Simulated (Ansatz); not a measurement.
CaO:
```xyz
2
Lattice="0.0000 2.3921 2.3921 2.3921 0.0000 2.3921 2.3921 2.3921 0.0000" Properties=species:S:1:pos:R:3 pbc="T T T"
Ca     0.0000     0.0000     0.0000
O      2.3921     2.3921     2.3921
```

Relaxed with r²SCAN+D4.

### Question
Tabulate the valence density and the electron localisation function along the shortest Ca–O contact (2.39 Å), r²SCAN+D4 in the plane-wave PAW code Ansatz.

### Answer


```
distance from Ca (Å)  density (e/Å³)   ELF
--------------------  --------------  ----
0.24                            6.24  0.79
0.36                            5.34  0.84
0.48                            4.10  0.86
0.60                            2.78  0.86
0.72                            1.68  0.82
0.84                            0.92  0.66
0.96                            0.50  0.32
1.08                            0.30  0.10
1.20                            0.26  0.08
1.32                            0.30  0.22
1.44                            0.43  0.52
1.55                            0.69  0.73
1.67                            1.14  0.81
1.79                            1.97  0.82
1.91                            3.34  0.79
2.03                            4.99  0.69
2.15                            6.42  0.50
```

The density is the valence pseudo-density with augmentation charge, so density and ELF within about 1 Å of a nucleus are not all-electron values.

Space group Fm-3m (rock salt). Symmetry was held in the r²SCAN+D4 relaxation.

Potentials: the later of the program's two PAW sets.
